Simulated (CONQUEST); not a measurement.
Consider a self-consistent single point of InSb (F-43m, 8 atoms in the cell; from Materials Project mp-20012, changed as shown).

```yaml
crystal:
  lattice:
    - [6.50056, 0.00000, 0.00000]
    - [0.00000, 6.50056, 0.00000]
    - [0.00000, 0.00000, 6.50056]
  atoms:
    - { symbol: In, position: [0.00000, 0.00000, 0.00000] }
    - { symbol: In, position: [0.00000, 0.50000, 0.50000] }
    - { symbol: In, position: [0.50000, 0.00000, 0.50000] }
    - { symbol: In, position: [0.50000, 0.50000, 0.00000] }
    - { symbol: Sb, position: [0.25000, 0.25000, 0.75000] }
    - { symbol: Sb, position: [0.25000, 0.75000, 0.25000] }
    - { symbol: Sb, position: [0.75000, 0.25000, 0.25000] }
    - { symbol: Sb, position: [0.75000, 0.75000, 0.75000] }
```

Level of theory: PBE, numerical atomic orbitals double-zeta with polarisation (the shipped basis), PseudoDojo norm-conserving potentials made for PBE run with CONQUEST 1.3.

CONQUEST settings:

| key | value |
|---|---|
| basis | DZP |
| Diag.MPMeshX, Y, Z | 4 4 4 |
| potentials | PseudoDojo norm-conserving PBE |
| Grid.GridCutoff | 140 Ha |
| DM.SolutionMethod | diagon |
| Diag.kT | 0.003675 Ha |
| Diag.GammaCentred | true |
| minE.SCTolerance | 1.0e-06 |
| SC.MaxIters | 100 |
| SC.LinearMixingFactor | 0.5 |
| SC.KerkerPreCondition | true |
| SC.KerkerFactor | 0.5 1/bohr |
| AtomMove.TypeOfRun | static |

Results:

```
Quantity                                                   Value
------------------------------------------------  --------------
Number of valence electrons                                  112
Number of bands                                              144
Number of k-points after the program's reduction              51
Size of the basis                                            144
Number of SCF iterations                                      19
FFT grid                                            72 × 72 × 72
Free energy E − TS                                -17131.7204 eV
Fermi level (on the code's own zero)                    -4.30 eV
Pressure                                                2.69 GPa
```

Stress (GPa, positive for compression):
```
2.69  0.00  0.00
0.00  2.69  0.00
0.00  0.00  2.69
```

For comparison: a first run was changed to give this one (lattice scaled by 0.98), and from it to this one the free energy rises by 17.2 meV/atom and the pressure goes from 0.10 to 2.69 GPa.

The program uses no crystal symmetry, so grid and mesh can part values that symmetry would make equal. The atom-centred basis is finite, which shifts total energies and pressures against plane waves. The structure comes from a collection of computed structures, made at another level of theory; the collection holds predicted forms beside known ones. No clean gap shows at this smearing width and mesh (spacing up to 0.24 Å⁻¹); the mesh is coarse for partly filled bands, so the values carry mesh errors. Semi-local functionals can close small gaps.

Cost on one core: roughly 3 core-minutes.
